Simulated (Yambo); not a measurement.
Yambo run on Rb$_{2}$PtH$_{6}$ (space group Fm-3m, No. 225). The wavefunctions are norm-conserving LDA (Quantum ESPRESSO, 84 Ry, scalar-relativistic) ones on a 2×2×2 mesh (21 occupied bands); a = b = c = 6.0257 Å, α = β = γ = 60.00°.

Yambo input:

```
rim_cut
gw0
dyson
el_el_corr
HF_and_locXC
cohsex
em1s
RandQpts= 1000000
RandGvec= 1 Ry
EXXRLvcs= 84 Ry
VXCRLvcs= 336 Ry
Chimod= "HARTREE"
% BndsRnXs
 5 | 278 |
%
NGsBlkXs= 8 Ry
% LongDrXs
 1.0 | 1.0 | 1.0 |
%
ExtendOut
% QPkrange
 3 | 3 | 21 | 22 |
%
```

k points by index: 3 = X.

The o-*.qp file then holds:

```
#    K-point    Band    Eo [eV]    E [eV]    E-Eo [eV]    Vxc [eV]    Vnlxc [eV]    Sc|Eo [eV]    Re(Z)    Im(Z)
#
    3    21    0.000000    -3.490508    -3.490508    -11.61179    -14.96991    -0.132393    1.000000    0.000000
    3    22    3.783721    3.937056    0.153334    -9.493099    -5.856908    -3.482856    1.000000    0.000000
```
(The two width columns are left out.) Convergence of these settings isn't established.

Spin-orbit coupling is not included.

Geometry of the Materials Project entry, not relaxed at this level.

The structure is a Materials Project entry; no match was found in the copy of COD used, and its stability was not checked.
